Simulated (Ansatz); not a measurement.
Mg2BBrN2 in space group C2/c (No. 15; Mg on 8f, B on 4e, Br on 4e, N on 8f) at seven volumes, plane-wave PAW r²SCAN (Ansatz code), shape and atoms relaxed at each. One row is withheld.

| V (Å³/atom) | P (GPa) |
|---|---|
| 14.048 | 6.66 |
| 14.511 | 4.48 |
| 14.975 | 2.20 |
| 15.438 | 0.00 |
| 15.901 | ? |
| 16.364 | -3.75 |
| 16.827 | -5.28 |

Problem. Fit the shown pressures and predict the withheld one.

Solution. P = (3/2)B₀(x^(7/2) − x^(5/2))[1 + (3/4)(B′ − 4)(x − 1)] with x = (V₀/V)^(2/3). Least squares on the six rows gives V₀ = 15.455 Å³/atom, B₀ = 67.1 GPa, B′ = 1.30. At V = 15.901, x = 0.9812 and P = -1.87 GPa. The run itself gave -1.99 GPa.

The workflow started from a Materials Project entry (that database holds measured and hypothetical structures alike); the Crystallography Open Database copy checked does not list it. Whether it is the stable phase at ambient conditions was not checked. The r²SCAN relaxation kept the symmetry of its start; its stability against distortions is not shown here.

Potentials: the later of the program's two PAW sets.
